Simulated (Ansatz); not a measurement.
Values for one crystal, relaxed and computed with LDA in the plane-wave PAW code Ansatz; other levels are named.

```yaml
volume_per_atom: 25.58 Å³
band_gap: 2.28 eV (indirect)
Formation energy from the elements (no fitted shifts): -1121 meV/atom
valence_band_maximum: off the standard path, at k = (0.453, 0.240, -0.307)
smallest_direct_gap_on_the_standard_path: 2.52 eV
electron_effective_mass: 0.94, 2.0, 4.4 mₑ (principal values)
hole_effective_mass: 0.82, 2.3, 13 mₑ (principal values)
```

Problem. Which of these materials gives this?
A. GaCuBr4, P-42c (Ga on 2d, Cu on 2e, Br on 8n)
B. Rb2TaCuS4, Fddd (Rb on 16g, Ta on 8a, Cu on 8b, S on 32h)
C. RbLaTa2O7, P4/mmm (Pearson symbol tP11)
D. Rb2TlInCl6, Fm-3m (Rb on 8c, Tl on 4b, In on 4a, Cl on 24e)

Solution. B, Rb2TaCuS4, Fddd (Rb on 16g, Ta on 8a, Cu on 8b, S on 32h)

The first step of the workflow began from a Materials Project structure, measured or hypothetical; the Crystallography Open Database files this formula in space group No. 70, but the cells were not matched. Whether it is the stable phase at ambient conditions was not checked. The LDA relaxation kept the symmetry of its start; its stability against distortions is not shown here. No spin polarisation was allowed. The references are the lowest solids computed at this level, not always the standard phases. Spin–orbit coupling is left out wherever it is not named.

Potentials: the later of the program's two PAW sets.
